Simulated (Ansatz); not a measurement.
Relaxed-ion elastic tensor of TiSi in space group Cmmm (No. 65; Ti on 2b, Si on 2d) in GPa (Voigt order), r²SCAN (plane waves, PAW; program Ansatz); density 4.39 g/cm³, 14.38 Å³ per atom.

```
 221   109   115   0.0   0.0   0.0
 109   150   101   0.0   0.0   0.0
 115   101   272   0.0   0.0   0.0
 0.0   0.0   0.0  13.7   0.0   0.0
 0.0   0.0   0.0   0.0   159   0.0
 0.0   0.0   0.0   0.0   0.0  92.9
```

**Question.** Is the crystal mechanically stable?

**Answer.** Yes: the smallest eigenvalue of C is 13.7 GPa.

**Question.** Work out the Voigt, Reuss and Hill averages.

**Answer.** K_V = 144, K_R = 133, K_H = 138; G_V = 74.3, G_R = 37.4, G_H = 55.8 GPa.

**Question.** Give Young's modulus, Poisson's ratio, Pugh's ratio and the universal anisotropy index.

**Answer.** E = 9KG/(3K + G) = 148 GPa; ν = 0.32; K/G = 2.48 (ductile by the Pugh limit of 1.75); A_U = 5G_V/G_R + K_V/K_R − 6 = 5.00.

**Question.** Estimate the sound speeds and the Debye temperature.

**Answer.** v_l = √((K + 4G/3)/ρ) = 6970 m/s, v_t = √(G/ρ) = 3570 m/s, mean 4000 m/s; Θ = (h/k)(3n/4πV)^(1/3) v_m = 489 K.

**Question.** Solve the Christoffel equation for the three sound speeds along x, y, z.

**Answer.** Eigenvalues of C_ijkl n_j n_l equal ρv². In km/s, slowest first: x 4.60, 6.02, 7.10; y 1.77, 4.60, 5.84; z 1.77, 6.02, 7.88.

**Question.** How much does each axis shrink under pressure?

**Answer.** Linear compressibilities β_i = Σ_j S_ij (j = 1 to 3): x 1.5, y 4.7, z 1.3 per TPa.

The workflow started from a Materials Project entry (that database holds measured and hypothetical structures alike); the Crystallography Open Database copy checked does not list it. COD files the formula under space group No. 25, so this cell is another polymorph or a model. Its standing as an ambient phase is unchecked. The cell was relaxed with r²SCAN under the symmetry of its start; of distortions, only those at the zone centre were tested. No spin polarisation was allowed. As this level gives no gap, shear constants depend on the k-mesh and smearing (Fermi–Dirac, 0.1 eV here). On the denser mesh and wider smearing of the elastic run this cell carries a stress of 0.3 GPa.

Potentials: the later of the program's two PAW sets.
